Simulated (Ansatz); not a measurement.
As:
Space group R-3m, hexagonal axes (No. 166); a = 3.782 Å, b = 3.782 Å, c = 10.102 Å, α = 90.00°, β = 90.00°, γ = 120.00°

```tsv
atom	site	symmetry	x	y	z
As	6c	3m	0.0000	0.0000	0.2302
```
(The calculation used a cell of 2 atoms; values per cell refer to that cell.)

Relaxed with PBEsol.

Q: Which orbitals make up the states near the Fermi level in DFT-PBEsol in the program Ansatz with PAW potentials?

A: Within 0.5 eV of the Fermi level: As 4p 79 %, As 4s 17 %. Projections are on Löwdin-orthogonalised atomic valence shells; empty p or d shells of many metals are not among them.

Q: Tabulate the density of states.

A: States/eV per cell of 2 atoms, in 0.25 eV bins, energy from the Fermi level.

```
E (eV)  total  As 4p  As 4s
------  -----  -----  -----
-7.85    0.17   0.04   0.13
-7.60    0.15   0.03   0.11
-7.35    0.12   0.03   0.09
-7.10    0.10   0.02   0.08
-6.85    0.08   0.01   0.06
-6.60    0.06   0.01   0.05
-6.35    0.61   0.54   0.07
-6.10    0.75   0.69   0.06
-5.85    0.71   0.66   0.05
-5.60    0.69   0.66   0.03
-5.35    0.74   0.70   0.04
-5.10    0.80   0.76   0.04
-4.85    0.89   0.84   0.05
-4.60    0.99   0.93   0.05
-4.35    1.20   1.14   0.06
-4.10    1.28   1.21   0.06
-3.85    1.27   1.19   0.07
-3.60    1.27   1.18   0.08
-3.35    1.27   1.17   0.08
-3.10    1.28   1.18   0.09
-2.85    1.29   1.18   0.09
-2.60    1.31   1.19   0.10
-2.35    1.33   1.20   0.11
-2.10    1.26   1.14   0.11
-1.85    1.04   0.91   0.11
-1.60    0.92   0.79   0.12
-1.35    0.88   0.75   0.12
-1.10    0.74   0.62   0.11
-0.85    0.61   0.50   0.09
-0.60    0.50   0.41   0.08
-0.35    0.32   0.25   0.06
-0.10    0.15   0.12   0.03
0.15     0.13   0.10   0.03
0.40     0.47   0.37   0.07
0.65     1.07   0.88   0.15
0.90     1.32   1.10   0.16
1.15     1.33   1.12   0.15
1.40     1.15   0.98   0.11
1.65     1.17   0.97   0.10
1.90     1.33   1.04   0.10
2.15     1.57   1.19   0.10
2.40     1.61   1.23   0.10
2.65     1.24   1.00   0.07
2.90     0.89   0.76   0.05
3.15     1.00   0.86   0.04
3.40     1.04   0.88   0.04
3.65     1.20   0.95   0.04
3.90     1.29   0.95   0.04
4.15     1.09   0.82   0.03
4.40     0.88   0.68   0.03
4.65     0.76   0.59   0.02
```

Symmetry was held in the PBEsol relaxation. Scalar-relativistic: spin–orbit coupling is off unless named, which matters more the heavier the elements.

Potentials: the later of the program's two PAW sets.
